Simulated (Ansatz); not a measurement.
Harmonic thermodynamics of CoSi₄Ru₃

All numbers below come from Ansatz 0.2.0, DFT PBE, scalar-relativistic, plane waves, PAW. Plane waves to 420 eV; Γ-centred k mesh 8×8×12; Gaussian smearing of 0.20 eV. Collinear spin, site moments 0.0, 0.0, 0.0, 0.0, 0.5, 0.0, 0.0, 0.0 μB. Phonons by linear response, acoustic sum rule imposed.

The cell, relaxed at this level:
```cif
data_structure
_symmetry_space_group_name_H-M 'P 1'
_symmetry_Int_Tables_number 1
_cell_length_a 5.7948
_cell_length_b 5.7948
_cell_length_c 2.9242
_cell_angle_alpha 90.000
_cell_angle_beta 90.000
_cell_angle_gamma 90.000
_cell_volume 98.20
loop_
_atom_site_label
_atom_site_type_symbol
_atom_site_fract_x
_atom_site_fract_y
_atom_site_fract_z
_atom_site_occupancy
Si1 Si 0.74452 0.74452 0.50000 1
Si2 Si 0.74452 0.25548 0.50000 1
Si3 Si 0.25548 0.74452 0.50000 1
Si4 Si 0.25548 0.25548 0.50000 1
Co1 Co 0.50000 0.50000 0.00000 1
Ru1 Ru 0.00000 0.00000 0.00000 1
Ru2 Ru 0.00000 0.50000 0.00000 1
Ru3 Ru 0.50000 0.00000 0.00000 1
```

The cell was found from a structure generator's guess, not taken from experiment. In a metal, frequencies and elastic constants depend on the k mesh and the smearing, soft modes and shear constants most. Some empty bands missed the eigensolver's threshold. The q mesh is coarse, so values between its points are rough.

Force constants from linear response on a 1×1×4 q mesh, interpolated to a fine mesh.

Phonon density of states, in bins of 10 cm⁻¹:
| bin centre (cm⁻¹) | share of modes (%) |
| --- | --- |
| 5 | 0.0 |
| 15 | 0.0 |
| 25 | 0.0 |
| 35 | 0.1 |
| 45 | 0.1 |
| 55 | 0.2 |
| 65 | 0.3 |
| 75 | 0.5 |
| 85 | 0.7 |
| 95 | 1.2 |
| 105 | 2.2 |
| 115 | 4.0 |
| 125 | 4.7 |
| 135 | 3.7 |
| 145 | 2.5 |
| 155 | 2.8 |
| 165 | 2.8 |
| 175 | 3.2 |
| 185 | 4.9 |
| 195 | 4.7 |
| 205 | 3.8 |
| 215 | 6.9 |
| 225 | 5.8 |
| 235 | 4.3 |
| 245 | 4.1 |
| 255 | 1.9 |
| 265 | 1.9 |
| 275 | 4.1 |
| 285 | 4.2 |
| 295 | 4.9 |
| 305 | 2.9 |
| 315 | 4.2 |
| 325 | 2.9 |
| 335 | 1.8 |
| 345 | 0.5 |
| 355 | 0.3 |
| 365 | 1.1 |
| 375 | 0.3 |
| 385 | 0.7 |
| 395 | 0.7 |
| 405 | 0.8 |
| 415 | 0.5 |
| 425 | 0.7 |
| 435 | 0.6 |
| 445 | 0.2 |
| 455 | 0.3 |
| 465 | 0.5 |
| 475 | 0.1 |

(1) What is the zero-point energy per atom?

(2) How large are the vibrational entropy and heat capacity at 300 K?

(3) Tabulate them against temperature.

## Answers

(1) 42.4 meV.

(2) S = 3.11 k_B and C_V = 2.69 k_B per atom, 90 % of the Dulong–Petit value.

(3)
```tsv
T (K)	F_vib (meV/atom)	S (k_B/atom)	C_V (k_B/atom)
100	40.4	0.74	1.40
200	28.1	2.08	2.38
300	5.5	3.11	2.69
400	-24.8	3.91	2.82
500	-61.4	4.54	2.88
600	-102.9	5.07	2.92
700	-148.6	5.52	2.94
800	-197.9	5.92	2.95
900	-250.4	6.27	2.96
1000	-305.8	6.58	2.97
```
